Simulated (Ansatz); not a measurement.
The cell below belongs to a search over invented structures; it isn't taken from experiment.

Input and command of a plane-wave DFT calculation in Ansatz:

```yaml
crystal:
  lattice:
    - [3.67482634, 0.0, 0.0]
    - [0.0, 3.67482634, 0.0]
    - [0.0, 0.0, 7.24097989]
  atoms:
    - { symbol: Al, position: [0.0, 0.0, 0.04642575] }
    - { symbol: Ga, position: [0.5, 0.0, 0.05516564] }
    - { symbol: Ga, position: [0.0, 0.5, 0.05516564] }
    - { symbol: Sb, position: [0.5, 0.5, 0.95491185] }
    - { symbol: Sb, position: [0.5, 0.5, 0.74256577] }
    - { symbol: Sb, position: [0.0, 0.0, 0.60659035] }
basis:
  ecutwfc: 420
kpoints:
  mp_grid: { grid: [6, 6, 4] }
hamiltonian:
  xc: pbe
scf:
  occupations: { method: gaussian, width: 0.1 }
  lower_state_search: "off"
output:
  forces: true
  stress: true
  eigenvalues: true
relax:
  adjacent_minimum: "off"
  f_tol: 0.04
  max_steps: 70
  cell: { stress_tol: 0.4 }
```

```bash
ansatz run input.yaml --threads 1 --pin off --max-ram 2560MiB --backend cpu --events-out ev --progress --plain --runs-dir out
```

Processor: Intel(R) Xeon(R) Processor @ 2.70GHz, 1 thread, on a host shared with other jobs.

How long does it run, and how much memory does it take?

About 6.8 min, peak memory 0.5 GiB. It solves 45 bands at 30 k points (after reduction by symmetry) with about 2807 plane waves (on the last cell), in 175 SCF iterations over 24 ionic steps.
